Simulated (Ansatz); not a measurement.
# Ionic part of the dielectric constant of GaN at 35 GPa, mode by mode

Level of theory: Ansatz 0.2.0, DFT LDA, scalar-relativistic, plane waves, PAW. Cutoff 420 eV, 12×12×12 k-points (Γ-centred), fixed occupations. No spin polarisation. Phonons by linear response, acoustic sum rule imposed.

The structure is cubic, space group F-43m (No. 216). Conventional cell: a = 4.266 Å, b = 4.266 Å, c = 4.266 Å, α = 90.00°, β = 90.00°, γ = 90.00°. Around Ga (site symmetry -43m) lie 4 N at 1.85 Å. Around N (site symmetry -43m) lie 4 Ga at 1.85 Å.

Other phases may be more stable at this pressure.

The primitive cell has V = 19.41 Å³ and ε∞,yy = 5.239. Each polar mode adds Δε = (4.92064×10⁷/V)·S/ν² along y, with S its oscillator strength in e²/amu, ν in cm⁻¹ and V in Å³.

Question: From these modes, find each Δε and ε0,yy.
| ν (cm⁻¹) | S_yy (e²/amu) |
| --- | --- |
| 668.8 | 0.5659 |

Answer:
| ν (cm⁻¹) | Δε |
| --- | --- |
| 668.8 | 3.21 |

The sum is 3.208, so ε0,yy = 8.45; the run's tensor has 8.45.

Question: Where do the longitudinal modes lie for a wave vector along y?

Answer: At 849 cm⁻¹. The Lyddane–Sachs–Teller product Π(ν_LO/ν_TO)² = 1.61 matches ε0/ε∞ = 1.61.

This zinc-blende form isn't the usual stable structure of the compound at low pressure.

Cost: 1 run of about 0.85 core-minutes, on Intel Xeon Platinum 8488C (Sapphire Rapids) (shared hosts).